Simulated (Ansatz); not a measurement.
Stationary points along a deformation path in Sb

All numbers below come from DFT LDA, scalar-relativistic, plane waves, PAW in Ansatz 0.2.0. Cutoff 420 eV, Γ-centred 24×24×24 k-points, Gaussian smearing of 0.15 eV. No spin polarisation. Energies are free energies at this smearing, counted from the undisturbed cell; pressure is positive in compression.

The undisturbed cell (as given, not relaxed at this level; it stands at -2.3 GPa; this form isn't the usual structure):

```xyz
1
Lattice="-1.5765 1.5765 2.7119 1.5765 -1.5765 2.7119 1.5765 1.5765 -2.7119" Properties=species:S:1:pos:R:3 pbc="T T T"
Sb    0.0000    0.0000    0.0000
```

At fixed volume and fractional coordinates, lengths along (0.000, 0.000, 1.000) are scaled against those across it; ρ is that ratio over its starting value. V = 26.962 Å³/atom. Δσ is the stress along the axis less the mean stress across it (compression positive).

```csv
ρ,ΔE (meV/atom),Δσ (GPa),space group
0.850,20.6,0.47,I4/mmm
0.920,10.0,1.38,I4/mmm
0.960,3.9,1.06,I4/mmm
1.000,0.0,0.57,I4/mmm
1.100,8.6,-2.31,I4/mmm
1.200,46.6,-5.91,I4/mmm
```

Problem. How does the stress give the slope of the energy, and where is the energy stationary?

Solution. Along the path d ln(length) is 2/3 d ln ρ on the axis and −1/3 d ln ρ across it, so dE/d ln ρ = −(2/3) V Δσ: the energy falls with ρ where Δσ is positive. Δσ vanishes or changes sign between ρ = 1.000 and 1.100, a minimum (near 1.02 by linear interpolation). Pairs of stationary points between two samples would go unseen, and could change a minimum read from distant neighbours into a maximum.

Problem. Integrate that slope from ρ = 1 to 1.200 by the trapezoid rule.

Solution. With V/N in Å³ and 1 eV/Å³ = 160.2 GPa the slopes at ρ = 1.000, 1.100, 1.200 are -64, 259, 663 meV/atom per unit of ln ρ. The steps add 9.3 + 40.1 = 49.5 meV/atom, against 46.6 from the energies; the trapezoid rule misses the curvature of the slope within each step.

In a metal these slopes depend on the k mesh and the smearing.